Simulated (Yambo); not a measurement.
```xyz
5
Lattice="5.7087 0.0000 0.0000 0.0000 5.7087 0.0000 0.0000 0.0000 5.7087" Properties=species:S:1:pos:R:3 pbc="T T T"
Ca     2.8543     2.8543     2.8543
Br     2.8543     0.0000     2.8543
Br     0.0000     2.8543     2.8543
Br     2.8543     2.8543     0.0000
Cs     0.0000     0.0000     0.0000
```

CsCaBr3 (cubic perovskite, space group Pm-3m, No. 221): mean Im ε in 1 eV windows above the direct gap of 6.77 eV, for different electron-hole kernels (Yambo, broadening 0.15 eV, PBEsol (Quantum ESPRESSO, PseudoDojo norm-conserving, 68 Ry, scalar-relativistic) bands; 4×4×4 mesh, 9 valence and 15 conduction bands, static screening with 89 bands and a 3 Ry block, scissor 2.21 eV, Tamm-Dancoff; field along x).

| window (eV) | independent quasiparticles | RPA (no attraction) | BSE |
|---|---|---|---|
| 6.8 to 7.8 | 1.6 | 1.0 | 3.6 |
| 7.8 to 8.8 | 4.6 | 3.5 | 2.6 |
| 8.8 to 9.8 | 3.5 | 2.7 | 2.3 |
| 9.8 to 10.8 | 3.7 | 3.1 | 1.5 |

This run doesn't resolve bound excitons or single peaks, so only averages are given, and they too depend on the mesh; weight that the attraction moves below the gap isn't listed. All transitions below 11.02 eV are in the band window. The scissor comes from a G0W0 run whose convergence isn't established.

Spin-orbit splittings are left out. The cell is held in this high symmetry; tilts and polar distortions were not searched.

Geometry of the Materials Project entry, not relaxed at this level.

The structure is a Materials Project entry; no match was found in the copy of COD used, and its stability was not checked.
